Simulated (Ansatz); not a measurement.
CdAs2:
```
CdAs2
1.0
   -3.97580     3.97580     2.33220
    3.97580    -3.97580     2.33220
    3.97580     3.97580    -2.33220
Cd As
2 4
Direct
  0.75000   0.25000   0.50000
  0.00000   0.00000   0.00000
  0.37500   0.56638   0.69138
  0.31638   0.12500   0.69138
  0.87500   0.68362   0.30862
  0.43362   0.62500   0.30862
```

Relaxed with PBEsol. Special points in fractions of this cell's reciprocal vectors: Γ (0.000, 0.000, 0.000); X (0.000, 0.000, 0.500); M (-0.500, 0.500, 0.500); Z (0.336, 0.336, -0.336); Z0 (-0.336, 0.664, 0.336); P (0.250, 0.250, 0.250); N (0.000, 0.500, 0.000).

Question: List the band energies nearest the valence-band maximum at these points for DFT-PBEsol in the program Ansatz with PAW potentials.

Answer: In eV from the valence-band maximum; about four levels below and three above (degenerate sets whole), none deeper than 8.9 eV; points with the same levels are listed once.

| k | below | above |
|---|---|---|
| Γ | -2.06 -2.00 -0.90 -0.90 | 0.27 2.90 3.18 3.18 |
| X | -2.08 -1.56 -1.28 -0.61 | 1.43 2.02 2.07 |
| M | -0.83 -0.83 -0.37 0.00 | 0.83 1.58 1.58 |
| Z | -1.97 -0.87 -0.74 -0.69 | 0.30 2.25 3.06 |
| P | -2.00 -2.00 -0.68 -0.68 | 2.32 2.32 2.79 2.79 |
| N | -2.25 -1.61 -1.23 -0.79 | 1.92 2.53 2.63 |

Space group I4_122. The first step of the workflow began from a Materials Project structure, measured or hypothetical; the Crystallography Open Database copy checked does not list it. Whether it is the stable phase at ambient conditions was not checked. Symmetry was held in the PBEsol relaxation; its stability against distortions is not shown here. Spin–orbit coupling is left out wherever it is not named.

Potentials: the later of the program's two PAW sets.
